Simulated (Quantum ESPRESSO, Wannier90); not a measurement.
**Wannier functions of TaSe₂ (R-3m)**

```
begin unit_cell_cart
ang
   -1.7544000137    3.0387099605    0.0000000000
   -3.5088000274    0.0000000000    0.0000000000
   -1.7544000137    1.0129033202    6.6456570000
end unit_cell_cart
begin atoms_frac
Ta   0.0000000000  0.0000000000  0.0000000000
Se  -0.2516300000 -0.2516300000 -0.2451100000
Se   0.2516300000  0.2516300000  0.2451100000
end atoms_frac
```

Cell from Materials Project (mp-567724), symmetrised, no further relaxation. COD (Crystallography Open Database) has the formula in 5 space groups, this one among them (matched by group alone). Computed values, not measurements, from PBEsol: Quantum ESPRESSO (norm-conserving PseudoDojo potentials, cutoff 69 Ry, no spin polarisation, no spin-orbit coupling) on a Γ-centred 8×8×8 mesh, then Wannier90. Density: 10×10×10 mesh, cold smearing 0.01 Ry. The cell is built of weakly bound layers, chains or molecules, whose nearest atoms lie 3.95 Å apart. Database cells relaxed without dispersion often hold them too far apart, which can enlarge gaps and weakens couplings between them; spacing and stacking were not compared with the measured crystal. Spin-orbit coupling is left out although heavy elements are present.

Bands 15-16 form an isolated set from -14.61 to -12.68 eV relative to the Fermi level (on the path) and are turned into 2 Wannier functions by minimising the spread from the start: atomic waves Se 4s.

Centres (Cartesian, Å; one of the equivalent choices) and spreads:

| n | x | y | z | spread (Å²) | nearest atom |
|---|---|---|---|---|---|
| 1 | 1.754 | -1.013 | -1.449 | 1.303 | Se2 |
| 2 | -1.754 | 1.013 | 1.449 | 1.303 | Se3 |

Ω_I = 2.61 Å², Ω_total = 2.61 Å²; the interpolated bands follow pw.x to 0.1 meV rms on the path. Only this start was tried; a symmetric start can stop on a saddle, and mixtures of these functions could lower the total by at most Ω_total − Ω_I.
